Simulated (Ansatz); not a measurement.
# Carriers in GaN (F-43m)

```
CELL_PARAMETERS angstrom
0.00000 2.22770 2.22770
2.22770 0.00000 2.22770
2.22770 2.22770 0.00000
ATOMIC_POSITIONS crystal
Ga 0.00000 0.00000 0.00000
N 0.25000 0.25000 0.25000
```

Conventional cell: a = 4.455 Å, b = 4.455 Å, c = 4.455 Å, α = 90.00°, β = 90.00°, γ = 90.00°. Around Ga (atom 1) lie 4 N at 1.93 Å. N (atom 2) has 4 Ga at 1.93 Å as nearest neighbours.

Level of theory, where no other is named: LDA, all-electron LAPW in Ansatz 0.2.0, scalar-relativistic. k mesh 10×10×10, fixed occupations, basis error target 1 meV/atom. The cell was relaxed by PAW under this functional. The structure is one entry of a database and needn't be the stable phase.

Extrema are searched on a 16×16×16 mesh and refined by Newton steps; masses come from band slopes 0.005 Å⁻¹ away, 1/m* = (1/ħ²) d²E/dk², negative for holes (the finite step makes the lightest masses up to about 3 % heavy). k is in units of the reciprocal vectors.

Task: Where are the band edges, and is the gap direct?

Result: The valence maximum lies at Gamma (0.000, 0.000, 0.000) and the conduction minimum at Gamma (0.000, 0.000, 0.000), so the Kohn-Sham gap of 1.962 eV is direct.

Task: What are the electron masses at the edge?

Result: The principal masses are 0.177, 0.177, 0.177 mₑ. One valley has a density-of-states mass (m₁m₂m₃)^(1/3) = 0.177; the direction-averaged conductivity mass 3/Σ(1/mᵢ) is 0.177 mₑ.

Task: Several bands lie at or near the hole edge, or its surface isn't an ellipsoid. What are the masses by direction?

Result: 

| direction | branch from the edge | its level at the point (eV from the edge) | m*/mₑ |
| --- | --- | --- | --- |
| 100 | 1 | 0.000 | -0.847 |
| 100 | 2 | 0.000 | -0.847 |
| 100 | 3 | 0.000 | -0.181 |
| 110 | 1 | 0.000 | -5.1 |
| 110 | 2 | 0.000 | -0.847 |
| 110 | 3 | 0.000 | -0.154 |
| 111 | 1 | 0.000 | -1.91 |
| 111 | 2 | 0.000 | -1.91 |
| 111 | 3 | 0.000 | -0.146 |
| 11-2 | 1 | 0.000 | -2.05 |
| 11-2 | 2 | 0.000 | -1.17 |
| 11-2 | 3 | 0.000 | -0.153 |

Task: Along the Cartesian direction 100 the conduction slope is 0.2153 eV·Å one step out. What is it four steps out, and what does that say?

Result: 0.854 eV·Å, 3.967 times the first; a parabola would give 4, so the band is nearly parabolic here.

Task: What electronic dielectric constant and refractive index follow from the same bands (independent particles)?

Result: ε∞ = (5.91, 5.91, 5.91), so n ≈ √ε∞ = 2.43 (mean over directions) well under the gap and the normal reflectivity is ((n − 1)/(n + 1))² = 0.174. With the conductivity mass, a hydrogenic donor screened by ε∞ alone would bind by 13.6 eV × m*/ε∞² = 69 meV; static screening by the ions makes it shallower. Local fields, left out here, lower ε∞ by several per cent.

Task: What gap does PAW give in the same cell?

Result: 1.955 eV, -7 meV from the LAPW value.

Caveats: no spin-orbit coupling on heavy atoms; semilocal gaps are low, and what follows the gap (onsets, screening, light masses) shifts with it; without spin-orbit coupling, bands that meet at the valence top are not the light and heavy holes of experiment; the frozen-core PAW files of the compared runs were fitted under PBE, their cores solved anew for this functional.
